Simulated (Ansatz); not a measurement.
The lowest calculated structure of GaP and denser ones, each relaxed at zero pressure. Level of theory: r2SCAN (plane waves to 500 eV, PAW, scalar-relativistic; Ansatz, a first-principles code).

```tsv
structure	E − E(first row) (eV/atom)	V (Å³/atom)
F-43m, cF8, zinc blende type	0	20.25
Fm-3m, cF8, rock salt type	0.50	16.77
P6₃/mmc, hP4, NiAs type	0.54	16.92
P6₂22, hP6	0.257	18.37
P-6m2, hP2, AFLOW prototype AB_hP2_187_d_a (B_h, as in WC)	0.67	17.46
P2, mP8	0.43	19.16
```

**Question.** Estimate from H = E + PV, with the volumes held at these values, the pressure at which each denser structure becomes favourable. Which of these comes first?

**Answer.** The enthalpies cross at P = ΔE / (−ΔV); 1 eV/Å³ is 160.2 GPa.
- P6₂22, hP6: 0.257 / (20.25 − 18.37) × 160.2 ≈ 22 GPa
- Fm-3m, cF8, rock salt type: 0.50 / (20.25 − 16.77) × 160.2 ≈ 23 GPa
- P6₃/mmc, hP4, NiAs type: 0.54 / (20.25 − 16.92) × 160.2 ≈ 26 GPa (too high for this estimate to mean much)
- P-6m2, hP2, AFLOW prototype AB_hP2_187_d_a (B_h, as in WC): 0.67 / (20.25 − 17.46) × 160.2 ≈ 38 GPa (too high for this estimate to mean much)
- P2, mP8: 0.43 / (20.25 − 19.16) × 160.2 ≈ 63 GPa (too high for this estimate to mean much)

The estimate cannot separate P6₂22, hP6 and Fm-3m, cF8, rock salt type and P6₃/mmc, hP4, NiAs type, near 22 GPa. This leaves out the compression of both phases, so the common tangent of the full E(V) curves can lie elsewhere, the more so the higher the pressure; energy differences of these cells are good to about 0.01 eV/atom.

Measured, GaP leaves this structure for a Cmcm phase near 26 GPa (as listed in Datta, Sujoy, Jana, Debnarayan, arXiv (2020)). No row of this table was matched to that structure.

 2 generated cells of layers, chains or molecules, poorly bound without dispersion, are left out. Each run could gain symmetry but not lose that of its start, so entries can be saddle points. From databases, or of a type measured for this composition: F-43m, cF8, zinc blende type; the others are generated cells (placed on structure types, drawn at random, substituted or restacked) that were not matched to a known phase here. Static energies at zero pressure. Each cell has its own k-point mesh; energy differences are given only to the digits this allows. No spin polarisation in the result.
